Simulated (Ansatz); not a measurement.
# Relaxing a structure of Pt

The start is a generated cell, Pt placed in the AFLOW prototype A_hR2_166_c (A7, as in As). A full variable-cell relaxation at zero pressure is run with PBEsol (plane waves to 420 eV, PAW, scalar-relativistic; Ansatz, a first-principles code). First-step values are on the input's coarse k-mesh.

Ansatz input (later rounds restart from its end on a renewed k-mesh):
Ansatz 0.2 input:
```yaml
crystal:
  lattice:
    - [1.6737084, 0.966316, 3.1036876]
    - [-1.6737084, 0.966316, 3.1036876]
    - [0, -1.932632, 3.1036876]
  atoms:
    - { symbol: Pt, position: [0.22754, 0.22754, 0.22754] }
    - { symbol: Pt, position: [0.77246, 0.77246, 0.77246] }
basis: { ecutwfc: 420, ecutrho_ratio: 4, xc_grid: 2, fft_grid_basis: typed }
kpoints: { mp_grid: { grid: [12, 12, 12] } }
hamiltonian:
  xc: pbesol
  dispersion: none
  pseudopotentials: { kind: paw }
scf: { occupations: { method: fermi_dirac, width: 0.05 } }
relax: { f_tol: 0.01, max_steps: 100, cell: { stress_tol: 0.02 } }
output: { forces: true, stress: true }
```

**Question.** How large is the pressure on the unrelaxed cell, and of which sign?

**Answer.** +77.4 GPa (positive: the cell is compressed).

**Question.** Which atoms feel the largest initial force, and how large is it?

**Answer.** 9.47 eV/Å, on Pt1, Pt2 (atoms numbered as listed).

**Question.** Does the structure survive the relaxation? Give the final space group.

**Answer.** The space group goes from R-3m (No. 166) to Pm-3m (No. 221); the end is AFLOW prototype A_cP1_221_a (A_h), with 1 atom in the primitive cell.

**Question.** By how much does the energy per atom fall from start to end?

**Answer.** 1.19 eV/atom.

**Question.** How does the volume per atom move from start to end?

**Answer.** +15.0 %, from 15.06 to 17.32 Å³/atom.

**Question.** How do the shortest distances between atoms change?

**Answer.** The closest pairs of elements (up to four, under 3.6 Å), start → end: Pt–Pt 2.24 → 2.59 Å.

**Question.** Is the relaxed structure metallic? Give its gap.

**Answer.** Zero (metallic).

Final values are on a 18×18×18 k-mesh of the relaxed cell. No spin polarisation in the result.

The run could not lose the symmetry of its start, so the end can be a saddle point.

The relaxed structure here is a generated cell of Pt: the first start was made by placing the elements on the sites of a structure type, and the end was not matched to a known phase here, so it may be hypothetical. Known forms of Pt include space group No. 225.
